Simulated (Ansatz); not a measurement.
This cell of AlP (zinc blende) is off equilibrium:

```xyz
2
Lattice="0.0000 2.7165 2.7165 2.7165 0.0000 2.7165 2.7165 2.7165 0.0000" Properties=species:S:1:pos:R:3 pbc="T T T"
P      1.3582     1.3582     1.3582
Al     0.0000     0.0000     0.0000
```

These are PBE (plane waves to 420 eV, PAW, scalar-relativistic; Ansatz, a quantum-chemistry and plane-wave program) values and carry that method's errors. k mesh 10×10×10 (Γ-centred), Fermi-Dirac smearing 0.05 eV. E stands for the smeared free energy. Compression counts positive. AlP was relaxed with its symmetry unable to fall. The PAW data are Ansatz's earlier set.

**Question.** Give the stress tensor in GPa and the pressure.

**Answer.** 
```
   3.67     0.00     0.00
   0.00     3.67     0.00
   0.00     0.00     3.67
```
The pressure, a third of the trace, is 3.67 GPa.

**Question.** It is the relaxed cell deformed to V/V₀ = 0.960, (c/a)/(c/a)₀ = 1.000, c along z, fractional positions held. What is its energy relative to the relaxed cell?

**Answer.** 9.2 meV/atom.

(Under strain, the slope of the energy per volume gives the stress and its curvature an elastic modulus.)
